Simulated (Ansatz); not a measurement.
Given:

Na:
```yaml
crystal:
  lattice:
    - [3.59436, 0.00000, 0.00000]
    - [-1.79718, 3.11280, 0.00000]
    - [0.00000, 0.00000, 5.96573]
  atoms:
    - { symbol: Na, position: [0.33333, 0.66667, 0.25000] }
    - { symbol: Na, position: [0.66667, 0.33333, 0.75000] }
```

This is the LDA-relaxed structure.

**Question.** All from DFT-LDA in the program Ansatz with PAW potentials, unless another level is named. Give the Debye temperature from the elastic constants.

**Answer.** 177 K.

**Question.** Predict the highest zone-centre frequency.

**Answer.** 135 cm^-1.

Space group P6_3/mmc (hcp (Mg type)). The workflow started from a Materials Project entry (that database holds measured and hypothetical structures alike); the Crystallography Open Database files this formula in space group No. 194, but the cells were not matched. It is not the phase usual at ambient conditions (space group No. 229). Symmetry was held in the LDA relaxation; its stability against distortions is not shown here. As this level gives no gap, shear constants depend on the k-mesh and smearing (Fermi–Dirac, 0.1 eV here). As this level gives no gap, phonon frequencies hold no LO–TO term and depend on the k-mesh and smearing (Fermi–Dirac, 0.1 eV here).

Potentials: the earlier of the program's two PAW sets. The files were generated under PBE; for other functionals the program regenerates the frozen cores, and for LDA and PBEsol the local potential too.
